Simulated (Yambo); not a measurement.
How GW settings move the gap: Sr2H3I

G0W0@LDA for Sr2H3I (space group P-3m1, No. 164) in Yambo. Reference settings: 3×3×2 Γ-centred k mesh, 214 bands and a 8 Ry block in the screening, 214 bands in G with the Bruneval-Gonze terminator, plasmon pole fitted at 27.2 eV. The LDA gap A → K on this mesh is 1.87 eV; G0W0 gaps are taken between the same points.

```csv
change from the reference,G0W0 gap A → K (eV),shift of the valence edge (eV),rough Yambo cost
reference settings,3.68,-1.09,1
"74 bands in W, 74 bands in G",3.62,-0.77,about 1/5
"134 bands in W, 134 bands in G",3.65,-0.99,about 1/3
74 bands in G,3.66,-1.01,–
134 bands in G,3.67,-1.07,–
94 bands in W,3.64,-0.92,about 1/3
3 Ry block,3.42,-0.80,about 1/3
2 Ry block,3.36,-0.68,about 1/3
7 Ry block,3.64,-1.05,about 1/2
pole fitted at 55 eV,3.70,-1.17,–
no random integration,3.63,-0.92,–
"74 bands in G, no terminator",3.64,-0.65,–
"134 bands in G, no terminator",3.68,-0.93,–
no terminator,3.69,-1.03,–
```

The reference isn't shown to be the converged limit. Costs are rough (shared machines), scaled to the same edge states, and given only for runs that recompute the screening. The mesh misses a band edge: along a dense path the LDA gap is 1.77 eV against 1.87 eV on the mesh.

Spin-orbit coupling is left out, which matters for elements this heavy: edges can move by tenths of an eV.

Geometry of the Materials Project entry, not relaxed at this level; primitive cell a = b = 4.243 Å, c = 7.683 Å, α = β = 90.00°, γ = 120.00°.

The structure is a Materials Project entry; no match was found in the copy of COD used, and its stability was not checked.

A shift is the quasiparticle energy of the state minus its LDA energy.
